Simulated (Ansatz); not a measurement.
CoW:
```yaml
crystal:
  lattice:
    - [0.00000, 2.43797, 2.43797]
    - [2.43797, 0.00000, 2.43797]
    - [2.43797, 2.43797, 0.00000]
  atoms:
    - { symbol: Co, position: [0.00000, 0.00000, 0.00000] }
    - { symbol: W, position: [0.50000, 0.50000, 0.50000] }
```

Relaxed with PBE. Special points in fractions of this cell's reciprocal vectors: Γ (0.000, 0.000, 0.000); X (0.500, 0.000, 0.500); U (0.625, 0.250, 0.625); K (0.375, 0.375, 0.750); L (0.500, 0.500, 0.500); W (0.500, 0.250, 0.750).

Q: List the band energies nearest the Fermi level at these points for plane-wave PAW PBE (Ansatz code).

A: In eV from the Fermi level; about four levels below and three above (degenerate sets whole), none deeper than 8.9 eV; points with the same levels are listed once.

| k | below | above |
|---|---|---|
| Γ | -4.31 -4.31 -4.00 -4.00 -4.00 | 1.67 1.67 1.67 |
| X | -3.06 -1.42 -1.42 -1.18 | 1.38 1.81 1.81 |
| U | -2.98 -2.98 -1.65 -0.46 | 0.28 0.79 1.48 |
| L | -1.93 -1.93 -1.59 -1.59 -0.37 | 1.18 1.18 2.83 |
| W | -3.39 -1.80 -1.41 -1.40 | 0.18 0.18 1.78 |

Space group Fm-3m (rock salt). The start of the workflow was typed in or built on a structure type; neither database checked (COD, Materials Project) lists it. Whether it is the stable phase at ambient conditions was not checked. The PBE relaxation kept the symmetry of its start; whether a distortion lowers the energy is not shown. The workflow began spin-polarised and lost its moments. Its formation energy is positive at this level, so the cell may be metastable or incomplete. Spin–orbit coupling is left out wherever it is not named.

Potentials: the later of the program's two PAW sets.
